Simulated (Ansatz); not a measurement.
# Ionic part of the dielectric constant of CrCl4, mode by mode

The calculation used DFT PBE, scalar-relativistic, plane waves, PAW (Ansatz 0.2.0). Plane waves to 420 eV; Γ-centred k mesh 6×6×6; Gaussian smearing of 0.02 eV. Collinear spin, site moments 1.6, 0.0, 0.0, 0.0, 0.0 μB. Phonons by linear response, acoustic sum rule imposed.

Space group P-43m (No. 215), cubic, a = 6.034 Å. Cr has 4 Cl at 2.11 Å; Cl has 1 Cr at 2.11 Å.

The structure comes from a generated guess, relaxed at this level; another structure or a mixture of phases may lie lower. Modes under 40 cm⁻¹ are poorly fixed. No dispersion correction is applied, so modes and constants that involve weak contacts between layers, chains or molecules come out too soft.

The primitive cell has V = 219.72 Å³ and ε∞,zz = 2.204. Each polar mode adds Δε = (4.92064×10⁷/V)·S/ν² along z, with S its oscillator strength in e²/amu, ν in cm⁻¹ and V in Å³.

**Question.** From these modes, find each Δε and ε0,zz.
```json
{"ν (cm⁻¹)": "127.98", "S_zz (e²/amu)": "0.00134"}
{"ν (cm⁻¹)": "468.12", "S_zz (e²/amu)": "0.1586"}
```

**Answer.**
| ν (cm⁻¹) | Δε |
| --- | --- |
| 127.98 | 0.02 |
| 468.12 | 0.16 |

The sum is 0.18, so ε0,zz = 2.38; the run's tensor has 2.38.

**Question.** Where do the longitudinal modes lie for a wave vector along z?

**Answer.** At 128.47, 485.04 cm⁻¹. The Lyddane–Sachs–Teller product Π(ν_LO/ν_TO)² = 1.08 agrees with ε0/ε∞ = 1.08.
